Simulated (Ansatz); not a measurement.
## Ag: do energies and stresses tell the same story?

Theory: Ansatz, DFT r2SCAN, scalar-relativistic, plane waves, PAW.

Cutoff 500 eV; k points 18×18×4 on the computed 4-atom cell (Γ-centred); Gaussian smearing, width 0.10 eV; no spin polarisation.

Relaxed cell: P6_3/mmc, a = 2.905 Å, b = 2.905 Å, c = 9.467 Å, α = 90.00°, β = 90.00°, γ = 120.00°, 4 atoms in the primitive cell. This form isn't the element's structure at ambient conditions.

Energies at zero smearing and pressures from the stress tensor, at volumes with shape and atoms relaxed:
| V (Å³/atom) | E − E(first) (meV/atom) | P (GPa) |
| --- | --- | --- |
| 15.743 | 0.00 | 12.68 |
| 16.262 | -32.44 | 7.56 |
| 16.781 | -49.87 | 3.39 |
| 17.300 | -55.10 | -0.01 |
| 17.819 | -50.38 | -2.79 |
| 18.338 | -37.56 | -5.05 |
| 19.030 | -10.38 | -7.43 |

Problem. Check P = −dE/dV between neighbouring volumes, and get the bulk modulus from the pressures alone.

Solution. With 1 eV/Å³ = 160.2 GPa:
```
middle V (Å³/atom)  −ΔE/ΔV (GPa) mean P (GPa)
            16.002        10.014        10.120
            16.521         5.382         5.477
            17.040         1.613         1.689
            17.559        -1.457        -1.400
            18.078        -3.956        -3.918
            18.684        -6.293        -6.241
```

The two differ by 0.11 GPa at most. The mean of two end pressures misses the average over a step by about ΔV² P″/12, up to 0.09 GPa here; with that taken off 0.02 GPa remains. Around V = 17.300 Å³/atom, the two neighbours give B = −V ΔP/ΔV = 17.300 × 6.18 / 1.038 = 103.0 GPa, against B0 = 102.4 GPa from the Birch–Murnaghan fit of the energies.

Cost: 8 runs of about 20 core-minutes in all, on AMD EPYC 7R43 (Zen 3) (shared hosts).